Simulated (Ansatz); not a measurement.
# Deforming MgTl

```
CELL_PARAMETERS angstrom
3.63500 0.00000 0.00000
0.00000 3.63500 0.00000
0.00000 0.00000 3.63500
ATOMIC_POSITIONS crystal
Mg 0.00000 0.00000 0.00000
Tl 0.50000 0.50000 0.50000
```

Atoms are numbered in the order listed.

The cell is COD entry 1523145, as deposited and not checked against the literature; nothing was relaxed. It is an old determination, and later ones may differ.

No spin–orbit coupling, which matters for the heavy atoms here.

All numbers below come from DFT, LDA, all-electron PAW with datasets made for the crystal, scalar-relativistic in Ansatz 0.2.0.

Sampling and basis: a Γ-centred 9×9×9 k mesh, Fermi–Dirac smearing of 0.05 eV, cutoff 240 eV (chosen by the program for this cell), no spin polarisation.

The unchanged cell is at -2.41 GPa.

In a metal, stresses and small energies carry noise from the k mesh.

x, y and z are the Cartesian axes of the cell as listed; fractional coordinates follow a strain, and an engineering shear is twice the off-diagonal strain component.

Question: With this change (equal xy, yz and zx engineering shear strains of -2 %), what becomes of the energy and stress?

Answer: Energy change under 1 meV/atom; stress change (xx, yy, zz, yz, xz, xy) 0.01, 0.01, 0.01, -0.02, -0.02, -0.02 GPa, compression positive.

With equal xy, yz and zx engineering shear strains of -1 %: energy change under 1 meV/atom; stress change (xx, yy, zz, yz, xz, xy) 0.00, 0.00, 0.00, -0.05, -0.05, -0.05 GPa, compression positive.

Question: With this change (equal xy, yz and zx engineering shear strains of +1 %), what becomes of the energy and stress?

Answer: Energy change under 1 meV/atom; stress change (xx, yy, zz, yz, xz, xy) 0.00, 0.00, 0.00, 0.08, 0.08, 0.08 GPa, compression positive.

Question: With this change (equal xy, yz and zx engineering shear strains of +2 %), what becomes of the energy and stress?

Answer: Energy change under 1 meV/atom; stress change (xx, yy, zz, yz, xz, xy) 0.00, 0.00, 0.00, 0.08, 0.08, 0.08 GPa, compression positive.
